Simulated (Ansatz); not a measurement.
Given:

PRu:
```cif
data_PRu
_chemical_formula_sum 'Ru1 P1'
_space_group_name_H-M_alt 'P 1'
_space_group_IT_number 1
_cell_length_a 2.91538
_cell_length_b 2.91538
_cell_length_c 2.91538
_cell_angle_alpha 90.000
_cell_angle_beta 90.000
_cell_angle_gamma 90.000
loop_
_space_group_symop_operation_xyz
  'x, y, z'
loop_
_atom_site_label
_atom_site_type_symbol
_atom_site_fract_x
_atom_site_fract_y
_atom_site_fract_z
_atom_site_occupancy
Ru1 Ru 0.00000 0.00000 0.00000 1
P1 P 0.50000 0.50000 0.50000 1
```

This is the PBEsol-relaxed structure.

Q: All from the program Ansatz at the PBEsol level (PAW), unless another level is named. Predict the highest zone-centre frequency.

A: 22.3 meV.

Q: Next, the Debye temperature from the elastic constants?

A: 507 K.

Q: Give the elastic constants (relaxed ions, GPa).

A: C11 = 386, C12 = 209, C44 = 127.

Space group Pm-3m (CsCl type). The cell is a constructed one: a structure type filled with these elements; neither database checked (COD, Materials Project) lists it. Its standing as an ambient phase is unchecked. Symmetry was held in the PBEsol relaxation; whether a distortion lowers the energy is not shown. The run is not spin-polarised. As this level gives no gap, shear constants depend on the k-mesh and smearing (Fermi–Dirac, 0.1 eV here). On the denser mesh and wider smearing of the elastic run this cell carries a stress of 0.5 GPa.

Potentials: the earlier of the program's two PAW sets. The files were generated under PBE; for other functionals the program regenerates the frozen cores, and for LDA and PBEsol the local potential too.
